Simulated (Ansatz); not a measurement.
**Notes on LuPd**

```
Pd Lu
1.0
     3.38823    0.00000    0.00000
     0.00000    3.38823    0.00000
     0.00000    0.00000    3.38823
Pd Lu
1 1
Direct
  0.50000 0.50000 0.50000
  0.00000 0.00000 0.00000
```

Level: LDA, no spin polarisation; 420 eV; 10×10×10 Γ-centred mesh; fermi-dirac occupations (width 0.1 eV); Ansatz 0.2.0, fixed geometry.

Give the Bader charges.

Bader charges in e: Lu +1.42, Pd -1.42. In the mean Lu gives up most and Pd takes most.

Is it stable against the elements?

-0.91 eV an atom against the elements' usual phases (free molecules for gases, crystals otherwise, with no correction for O₂ or N₂), so it is bound against them; other compounds may still compete. Relaxing would lower it.

What do density and ELF say about some of the short contacts?

Pd–Lu at 2.93 Å: least valence density 0.22 e/Å³ and ELF 0.17 there. Pd–Pd at 3.39 Å: least valence density 0.17 e/Å³ and ELF 0.29 there. Lu–Lu at 3.39 Å: least valence density 0.10 e/Å³ and ELF 0.11 there. Both are smooth PAW fields, read partly inside the augmentation spheres.

Metal or insulator?

It is a metal, with about 1.3 states/eV a cell as the mean within 0.25 eV of the Fermi level, mostly Lu d (60 %) and Pd d (17 %).

What does the stress say?

The pressure is -3.8 GPa (compression positive), so with the atoms held at these fractions the cell would first shrink.

Origin: a database entry at a rescaled volume.
